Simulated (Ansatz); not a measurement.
Relaxed-ion elastic tensor of GaAs in space group Pm-3n (No. 223; Ga on 6c, As on 6d) in GPa (Voigt order), DFT-r²SCAN in the program Ansatz with PAW potentials; density 4.23 g/cm³, 28.42 Å³ per atom.

```
 108  28.1  28.1   0.0   0.0   0.0
28.1   108  28.1   0.0   0.0   0.0
28.1  28.1   108   0.0   0.0   0.0
 0.0   0.0   0.0  20.1   0.0   0.0
 0.0   0.0   0.0   0.0  20.1   0.0
 0.0   0.0   0.0   0.0   0.0  20.1
```

Q: Is the crystal mechanically stable?

A: Yes: the smallest eigenvalue of C is 20.1 GPa.

Q: Work out the Voigt, Reuss and Hill averages.

A: K_V = 54.8, K_R = 54.8, K_H = 54.8; G_V = 28.0, G_R = 25.1, G_H = 26.6 GPa.

Q: Give Young's modulus, Poisson's ratio, Pugh's ratio and the universal anisotropy index.

A: E = 9KG/(3K + G) = 68.6 GPa; ν = 0.29; K/G = 2.06 (ductile by the Pugh limit of 1.75); A_U = 5G_V/G_R + K_V/K_R − 6 = 0.59.

Q: Estimate the sound speeds and the Debye temperature.

A: v_l = √((K + 4G/3)/ρ) = 4620 m/s, v_t = √(G/ρ) = 2510 m/s, mean 2800 m/s; Θ = (h/k)(3n/4πV)^(1/3) v_m = 273 K.

Q: Give the Zener ratio and Young's modulus along [100], [110] and [111].

A: A = 2C44/(C11 − C12) = 0.50; 1/E = S11 − 2(S11 − S12 − S44/2)Γ with Γ = 0, 1/4, 1/3 gives 96.5, 60.4, 53.7 GPa.

Q: Solve the Christoffel equation for the three sound speeds along [100], [110], [111].

A: Eigenvalues of C_ijkl n_j n_l equal ρv². In km/s, slowest first: [100] 2.18, 2.18, 5.06; [110] 2.18, 3.08, 4.57; [111] 2.81, 2.81, 4.39.

The start of the workflow was typed in or built on a structure type; neither database checked (COD, Materials Project) lists it. It is not the phase usual at ambient conditions (space group No. 216). The cell was relaxed with r²SCAN under the symmetry of its start; whether a distortion lowers the energy is not shown. The volume moved by 22 % from the start of the relaxation.

Potentials: the earlier of the program's two PAW sets.
